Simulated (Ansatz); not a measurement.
TaCuN₂:
```yaml
crystal:
  lattice:
    - [1.55055, 0.89521, 5.72626]
    - [-1.55055, 0.89521, 5.72626]
    - [0.00000, -1.79042, 5.72626]
  atoms:
    - { symbol: Ta, position: [0.50000, 0.50000, 0.50000] }
    - { symbol: Cu, position: [0.00000, 0.00000, 0.00000] }
    - { symbol: N, position: [0.10532, 0.10532, 0.10532] }
    - { symbol: N, position: [0.89468, 0.89468, 0.89468] }
```

Tensor components refer to the Cartesian frame of this cell.

Problem. Give the high-frequency dielectric tensor and the Born effective charge tensors of the independent atoms from DFPT, plane-wave PAW LDA (Ansatz code).

Solution. 
ε∞:
```
17.7  0.00  0.00
0.00  17.7  0.00
0.00  0.00  14.4
```
Z* of atom 1 (Ta), rows: field, columns: displacement, in e:
```
9.23  0.00  0.00
0.00  9.23  0.00
0.00  0.00  5.05
```
Z* of atom 2 (Cu), rows: field, columns: displacement, in e:
```
 0.59   0.00   0.00
 0.00   0.59   0.00
 0.00   0.00  -0.11
```
Z* of atom 3 (N), rows: field, columns: displacement, in e:
```
-4.91   0.00   0.00
 0.00  -4.91   0.00
 0.00   0.00  -2.47
```

Space group R-3m. The first step of the workflow began from a Materials Project structure, measured or hypothetical; the Crystallography Open Database files this formula in space group No. 166, but the cells were not matched. Its standing as an ambient phase is unchecked. The cell was relaxed with LDA under the symmetry of its start; its stability against distortions is not shown here. The run is not spin-polarised. Scalar-relativistic: spin–orbit coupling is off unless named, which matters more the heavier the elements.

Potentials: the later of the program's two PAW sets.
